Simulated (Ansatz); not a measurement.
MgCO3:
```cif
data_C2Mg2O6
_chemical_formula_sum 'Mg2 C2 O6'
_space_group_name_H-M_alt 'P 1'
_space_group_IT_number 1
_cell_length_a 5.65420
_cell_length_b 5.65420
_cell_length_c 5.65420
_cell_angle_alpha 48.544
_cell_angle_beta 48.544
_cell_angle_gamma 48.544
loop_
_space_group_symop_operation_xyz
  'x, y, z'
loop_
_atom_site_label
_atom_site_type_symbol
_atom_site_fract_x
_atom_site_fract_y
_atom_site_fract_z
_atom_site_occupancy
Mg1 Mg 0.00000 0.00000 0.00000 1
Mg2 Mg 0.50000 0.50000 0.50000 1
C1 C 0.25000 0.25000 0.25000 1
C2 C 0.75000 0.75000 0.75000 1
O1 O 0.25000 0.97282 0.52718 1
O2 O 0.75000 0.02718 0.47282 1
O3 O 0.52718 0.25000 0.97282 1
O4 O 0.47282 0.75000 0.02718 1
O5 O 0.97282 0.52718 0.25000 1
O6 O 0.02718 0.47282 0.75000 1
```

Relaxed with PBEsol. DFT-PBEsol in the program Ansatz with PAW potentials gives a gap of 5.02 eV.

Task: What gap does HSE06 give on the same cell (Ansatz, PAW)?

Result: 7.14 eV, 2.12 eV more. The hybrid was solved on a coarser mesh and at special points; its gap is the smallest among all of these.

| k | v1 PBEsol | c1 PBEsol | v1 HSE06 | c1 HSE06 |
|---|---|---|---|---|
| Γ | -0.42 | 5.38 | ___ | ___ |
| T | -0.99 | 5.12 | ___ | ___ |
| L | -0.11 | 5.75 | ___ | ___ |
| F | -0.11 | 5.75 | -0.12 | 7.91 |
| S0 | -0.01 | 5.89 | -0.02 | 8.08 |
| H0 | -0.06 | 5.90 | ___ | ___ |

Task: Top valence (v1) and lowest conduction level (c1) in eV from each method's valence maximum (which need not be a listed point): supply the withheld HSE06 values.

Result: 
- L, v1 HSE06: -0.11
- L, c1 HSE06: 7.93
- H0, v1 HSE06: -0.06
- H0, c1 HSE06: 8.09
- Γ, v1 HSE06: -0.31
- Γ, c1 HSE06: 7.48
- T, v1 HSE06: -0.91
- T, c1 HSE06: 7.27

Cost on shared cores: the PBEsol run (SCF on a 7×7×7 mesh, then bands and DOS) roughly 2.1 core-minutes, the HSE06 run (SCF on 4×4×4, then a few points) very roughly 6 core-minutes; the tasks are unlike.

Space group R-3c. The workflow started from a Materials Project entry (that database holds measured and hypothetical structures alike); the Crystallography Open Database files this formula in space group No. 167, but the cells were not matched. Whether it is the stable phase at ambient conditions was not checked. Symmetry was held in the PBEsol relaxation; whether a distortion lowers the energy is not shown.

Potentials: the later of the program's two PAW sets.
